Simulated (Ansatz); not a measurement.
PbSe:
```
CELL_PARAMETERS angstrom
     12.30541     0.00000     0.00000
      0.00000     4.35015     0.00000
      0.00000     0.00000     4.35015
ATOMIC_POSITIONS crystal
  Pb 0.87499 0.75000 0.74989
  Pb 0.12501 0.25000 0.25011
  Pb 0.62501 0.25000 0.24989
  Pb 0.37499 0.75000 0.75011
  Se 0.62501 0.75000 0.75007
  Se 0.37499 0.25000 0.24993
  Se 0.87499 0.25000 0.25007
  Se 0.12501 0.75000 0.74993
```

r²SCAN+D4 (plane waves, PAW; program Ansatz) gives a gap of 0.62 eV without spin–orbit coupling, maximum at Y, minimum at Z.

Question: What happens when spin–orbit coupling is switched on?

Answer: The gap shrinks by 0.55 eV, to 0.07 eV; maximum at Y, minimum at Z.

Space group Fm-3m (rock salt). The r²SCAN+D4 relaxation kept the symmetry of its start.

Potentials: the later of the program's two PAW sets.
